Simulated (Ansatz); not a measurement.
A relaxed structure of TiC is spoiled in several ways and relaxed again each time (noise and exchanges are one random draw each; squeezed and stretched starts keep its symmetry, which their runs cannot lower; pressure is positive under compression). Computed with PBEsol (plane waves to 420 eV, PAW, scalar-relativistic; Ansatz, a first-principles code).

```cif
data_C4Ti4
_chemical_formula_sum 'C4 Ti4'
_space_group_name_H-M_alt 'Fm-3m'
_space_group_IT_number 225
_space_group_name_Hall '-F 4 2 3'
_cell_length_a 4.29332
_cell_length_b 4.29332
_cell_length_c 4.29332
_cell_angle_alpha 90.000
_cell_angle_beta 90.000
_cell_angle_gamma 90.000
loop_
_atom_site_label
_atom_site_type_symbol
_atom_site_symmetry_multiplicity
_atom_site_Wyckoff_symbol
_atom_site_fract_x
_atom_site_fract_y
_atom_site_fract_z
_atom_site_occupancy
C1 C 4 a 0.00000 0.00000 0.00000 1
Ti1 Ti 4 b 0.50000 0.50000 0.50000 1
```
(The calculation used a cell of 2 atoms; values per cell refer to that cell.)

| change | first pressure (GPa) | largest first force (eV/Å) | released (eV/atom) | moves | outcome | final group | E − E(parent) (eV/atom) |
|---|---|---|---|---|---|---|---|
| with every coordinate shifted by Gaussian noise of σ = 0.2 Å | 26 | 4.9 | 0.52 | 6 | returns to the parent | Fm-3m | 0.00 |
| with one C and one Ti atom exchanged in a cell of 4 atoms | – | – | 1.8 | 17 | trapped higher | R-3m | +1.01 |
| stretched uniformly to 150 % of its volume | -47 | 0.0 | 1.03 | 6 | returns to the parent | Fm-3m | 0.00 |

First-step values come from each run's starting, coarser k-mesh (9×9×9, 8×8×8). Each cell has its own k-point mesh; energy differences are given only to the digits this allows. No spin polarisation in the result.
